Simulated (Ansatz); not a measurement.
GaN in space group P6_3mc (No. 186; Pearson symbol hP12), plane-wave PAW LDA (Ansatz code), all energies at zero smearing, with the estimated change up to a 700 eV cutoff added, with one set of potentials and settings (totals compare only within such a set). Cell of 12 atoms (6 Ga, 6 N): -24492.582 eV.

| element | reference phase | E (eV/atom) |
|---|---|---|
| Ga | Cmce, 4 atoms in the cell | -3706.9815 |
| N | P4_2/mnm, 4 atoms in the cell | -373.6497 |

Formation energy per atom, worked out: (-24492.582 − 6×(-3706.9815) − 6×(-373.6497))/12 = -0.733 eV/atom (-71 kJ per mol of atoms), at 0 K, without zero-point energy or fitted corrections.

A made-up cell: these elements were put on the sites of a structure type. Its sites differ from those of the usual phase in this space group: another stacking or structure type. Symmetry was held in the LDA relaxation; phonons on a q-mesh show no instability. The references are the lowest solids computed at this level, not always the standard phases (solids in place of the gases).

Potentials: the later of the program's two PAW sets.
